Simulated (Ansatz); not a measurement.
Method: DFT PBE, scalar-relativistic, plane waves, PAW (Ansatz 0.2.0). Settings: cutoff 420 eV, Γ-centred meshes spaced at most about 0.3 Å⁻¹, and about 0.25 Å⁻¹ or finer for metals (2π included), Gaussian smearing. No spin polarisation in the final relaxations.

All energies are static (0 K, no zero-point motion). All come from trial cells, and lower structures may exist.

**Question.** Which of these relaxed structures of SiGe₂ is the lowest in energy?
A.

```
Si Ge
1.0
     2.65155    0.00000    0.00000
     0.00000    2.65155    0.00000
     0.00000    0.00000    7.95774
Si Ge
1 2
Direct
  0.50000 0.50000 0.00000
  0.50000 0.50000 0.32625
  0.50000 0.50000 0.67375
```

B.

```
Si Ge
1.0
     0.00000    3.11001    3.11001
     3.11001    0.00000    3.11001
     3.11001    3.11001    0.00000
Si Ge
1 2
Direct
  0.00000 0.00000 0.00000
  0.25000 0.25000 0.25000
  0.75000 0.75000 0.75000
```

C.

```
Si Ge
1.0
     4.87723    0.00000    0.00000
    -2.43861    4.22380    0.00000
     0.00000    0.00000    2.60939
Si Ge
1 2
Direct
  0.00000 0.00000 0.50000
  0.33333 0.66667 0.50000
  0.66667 0.33333 0.50000
```

D.

```
Si Ge
1.0
    -3.22447    3.22447    2.62480
     3.22447   -3.22447    2.62480
     3.22447    3.22447   -2.62480
Si Ge
2 4
Direct
  0.75000 0.75000 0.00000
  0.25000 0.25000 0.00000
  0.14814 0.35186 0.50000
  0.35186 0.85186 0.20372
  0.85186 0.64814 0.50000
  0.64814 0.14814 0.79628
```

**Answer.** A. It has space group P4/mmm (No. 123); the next, C, with space group P6/mmm (No. 191), lies 15 meV/atom higher. Counting Ge atoms around Si (those within 1.25 times the shortest such distance or 1.15 times the sum of covalent radii; the shortest distance is added where it is long for a bond), the lowest has Si 2 and the next has Si 6 from 2.8 Å. Even the lowest lies +0.31 eV/atom against the elements.

The k mesh leaves some 4 meV/atom of noise in the energy of each metallic cell. Cells relaxed within their symmetry can be saddle points; a later kick test found a lower structure for SiGe2 P6/mmm. Some structure types and database cells were kept out of the candidates from the start, so a known form may be missing.
